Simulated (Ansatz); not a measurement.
SnSe₂:
```
SnSe2
1.0
   -3.38706     5.40720     3.38542
    3.38706    -5.40720     3.38542
    3.38706     5.40720    -3.38542
Se Sn
4 2
Direct
  0.87451   0.79422   0.66873
  0.37451   0.70578   0.08030
  0.62549   0.29422   0.91970
  0.12549   0.20578   0.33127
  0.75000   0.75000   0.00000
  0.25000   0.25000   0.00000
```

Relaxed with PBE. Special points in fractions of this cell's reciprocal vectors: Γ (0.000, 0.000, 0.000); X (0.500, -0.500, 0.500); F0 (0.348, -0.348, 0.652); Σ0 (-0.348, 0.348, 0.348); Λ0 (0.348, 0.348, -0.348); G0 (0.652, -0.348, 0.348); R (0.000, 0.500, 0.000); W (0.250, 0.250, 0.250); S (0.500, 0.000, 0.000); T (0.000, 0.000, 0.500).

Question: List the band energies nearest the valence-band maximum at these points for the program Ansatz at the PBE level (PAW).

Answer: In eV from the valence-band maximum; about four levels below and three above (degenerate sets whole), none deeper than 8.9 eV; points with the same levels are listed once.

```
k                     below                above
--  -----------------------  -------------------
Γ   -0.76 -0.31 -0.21 -0.15       1.76 2.41 3.52
X   -1.10 -1.00 -0.66 -0.09       1.65 2.80 3.41
F0  -1.14 -0.90 -0.37 -0.01       1.92 2.62 3.73
Λ0  -0.80 -0.51 -0.48 -0.25       1.98 2.11 3.68
R   -0.46 -0.46 -0.24 -0.24  2.02 2.02 3.82 3.82
W   -0.41 -0.41 -0.33 -0.33  2.07 2.07 3.70 3.70
S   -0.56 -0.56 -0.29 -0.29  2.16 2.16 3.87 3.87
T   -1.12 -0.53 -0.34 -0.04       2.21 2.48 3.94
```

Space group Ibam. The cell is a constructed one: a structure type filled with these elements; neither database checked (COD, Materials Project) lists it. COD files the formula under space group No. 164, 217, so this cell is another polymorph or a model. Whether it is the stable phase at ambient conditions was not checked. The cell was relaxed with PBE under the symmetry of its start; its stability against distortions is not shown here. A crystal of weakly bound chains computed without a dispersion correction: the cell and the soft elastic constants depend strongly on that. Spin–orbit coupling is left out wherever it is not named.

Potentials: the later of the program's two PAW sets.
